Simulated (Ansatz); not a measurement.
InAs (zinc blende): map of one atom of the cell

Relaxed InAs (zinc blende):

```
CELL_PARAMETERS angstrom
      0.00000     3.09316     3.09316
      3.09316     0.00000     3.09316
      3.09316     3.09316     0.00000
ATOMIC_POSITIONS crystal
  As 0.75000 0.75000 0.75000
  In 0.00000 0.00000 0.00000
```

Two-dimensional scan of atom 2 (In, nearest neighbour As at 2.679 Å; its periodic images, 4.4 Å or more away, move with it): u runs along (1.000, 0.000, 0.000), v along (0.000, 0.000, 1.000) (Cartesian). Cell and other atoms are fixed.

Calculation: PBE (plane waves to 420 eV, PAW, scalar-relativistic; Ansatz, a quantum-chemistry and plane-wave program). k mesh 8×8×8 (Γ-centred), Fermi-Dirac smearing 0.05 eV. Energies are smeared free energies. Points where atoms come too close for the PAW data are left out (x in tables, blank in figures). With partly filled bands, energies and forces of such displacements shift with the k mesh and the smearing. Fu and Fv are the components of the force on the atom. At this level the bands of InAs touch or barely overlap; measurements give the solid a gap. InAs was relaxed with its symmetry unable to fall. ΔE is measured from the undisplaced structure. Axes are in Å.

ΔE (eV/cell), with u across and v down:

| v \ u | -0.880 | -0.440 | 0.000 | 0.440 | 0.880 |
|---|---|---|---|---|---|
| -0.880 | x | 3.438 | 1.991 | 3.438 | x |
| -0.440 | 3.438 | 1.430 | 0.601 | 1.430 | 3.438 |
| 0.000 | 1.991 | 0.601 | 0.000 | 0.601 | 1.991 |
| 0.440 | 3.438 | 1.430 | 0.601 | 1.430 | 3.438 |
| 0.880 | x | 3.438 | 1.991 | 3.438 | x |

Fu (eV/Å), with u across and v down:

| v \ u | -0.880 | -0.440 | 0.000 | 0.440 | 0.880 |
|---|---|---|---|---|---|
| -0.880 | x | 6.48 | 0.00 | -6.48 | x |
| -0.440 | 5.03 | 3.59 | 0.00 | -3.59 | -5.03 |
| 0.000 | 3.43 | 2.55 | 0.00 | -2.55 | -3.43 |
| 0.440 | 5.03 | 3.59 | 0.00 | -3.59 | -5.03 |
| 0.880 | x | 6.48 | 0.00 | -6.48 | x |

Key numbers:

Lowest place on the grid: u = 0.000 Å, v = 0.000 Å (0 meV/cell).

(A displaced cell: forces are minus the slopes of the energy, force constants its curvatures, and phonons follow from these.)
